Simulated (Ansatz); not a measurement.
CdSe:
```cif
data_Cd2Se2
_chemical_formula_sum 'Cd2 Se2'
_space_group_name_H-M_alt 'P 1'
_space_group_IT_number 1
_cell_length_a 4.34018
_cell_length_b 4.34018
_cell_length_c 7.07772
_cell_angle_alpha 90.000
_cell_angle_beta 90.000
_cell_angle_gamma 120.000
loop_
_space_group_symop_operation_xyz
  'x, y, z'
loop_
_atom_site_label
_atom_site_type_symbol
_atom_site_fract_x
_atom_site_fract_y
_atom_site_fract_z
_atom_site_occupancy
Cd1 Cd 0.66667 0.33333 0.00056 1
Cd2 Cd 0.33333 0.66667 0.50056 1
Se1 Se 0.66667 0.33333 0.62464 1
Se2 Se 0.33333 0.66667 0.12464 1
```

Relaxed with r²SCAN.

Problem. Give the optical modes at the zone centre with their infrared and Raman activity from DFPT, r²SCAN (plane waves, PAW; program Ansatz).

Solution. Transverse frequencies, without the LO–TO term; a row sums one degenerate level.

```tsv
ω (cm⁻¹)	degeneracy	IR ((D/Å)²/amu)	Raman (Å⁴/amu)	activity	symmetry
34	2	0.00	0.20	Raman	E2
122	1	0.00	0	silent	B1
160	1	5.27	11	IR+Raman	A1
165	2	9.61	5.7	IR+Raman	E1
168	2	0.00	7.4	Raman	E2
184	1	0.00	0	silent	B1
```

Problem. How high does the top mode go among those that the LO–TO term moves?

Solution. 203 cm⁻¹ for q along x, 203 cm⁻¹ for q along y, 202 cm⁻¹ for q along z.

Space group P6_3mc (wurtzite). The cell was relaxed with r²SCAN under the symmetry of its start; of distortions, only those at the zone centre were tested.

Potentials: the later of the program's two PAW sets.
